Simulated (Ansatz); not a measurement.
# Data sheet: TiSiB (DFT)

TiSiB:
```yaml
crystal:
  lattice:
    - [1.64898, -6.59986, 0.00000]
    - [1.64898, 6.59986, 0.00000]
    - [0.00000, 0.00000, 3.05501]
  atoms:
    - { symbol: Si, position: [0.70186, 0.29814, 0.25000] }
    - { symbol: Si, position: [0.29814, 0.70186, 0.75000] }
    - { symbol: B, position: [0.46843, 0.53157, 0.75000] }
    - { symbol: B, position: [0.53157, 0.46843, 0.25000] }
    - { symbol: Ti, position: [0.09390, 0.90610, 0.75000] }
    - { symbol: Ti, position: [0.90610, 0.09390, 0.25000] }
```

Space group Cmcm (No. 63); conventional cell a = 3.2980 Å, b = 13.1997 Å, c = 3.0550 Å, α = β = γ = 90.00°.

Method: r²SCAN in the plane-wave PAW code Ansatz. The cell and atoms are relaxed at this level. Other levels are named where they apply.

### Cell and energy

- Volume per atom: 11.08 Å³
- Density: 4.33 g/cm³
- Formation energy from the elements (no fitted shifts): -0.68 eV/atom

### Electronic structure

- Electronic character: metallic (no gap)
- Density of states at the Fermi level: 0.37 states/eV per atom (mean over ±0.08 eV)

### Charges

Bader charges: Si -0.41, B -0.97, Ti +1.39 e

The start of the workflow was typed in or built on a structure type; neither database checked (COD, Materials Project) lists it. Its standing as an ambient phase is unchecked. Symmetry was held in the r²SCAN relaxation; its stability against distortions is not shown here. The run is not spin-polarised. The references are the lowest solids computed at this level, not always the standard phases.

Potentials: the later of the program's two PAW sets.
